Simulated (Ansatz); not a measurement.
A distorted cell of AlNi (CsCl type):

```
AlNi
1.0
    2.76356     0.00000     0.00000
    0.00000     2.76356     0.00000
    0.00000     0.00000     2.76356
Al Ni
1 1
Cartesian
  0.00000   0.00000   0.00000
  1.38178   1.38178   1.38178
```

Method: PBE (plane waves to 420 eV, PAW, scalar-relativistic; Ansatz, a first-principles code). k mesh 16×16×16 (Γ-centred), Fermi-Dirac smearing 0.05 eV. The energy includes the smearing's −TS. Compression counts positive. AlNi is run without spin polarisation. AlNi was relaxed with its symmetry unable to fall. The PAW data are Ansatz's earlier set.

What is the stress tensor (GPa)?


```
   29.3      0.0      0.0
    0.0     29.3      0.0
    0.0      0.0     29.3
```
The pressure, a third of the trace, is 29.3 GPa.

It is the relaxed cell scaled evenly to V/V₀ = 0.872, atoms relaxed where free. What is its energy relative to the relaxed cell?

126 meV/atom.

(A scan under strain: stresses follow from slopes of the energy per volume, elastic moduli from its curvatures.)
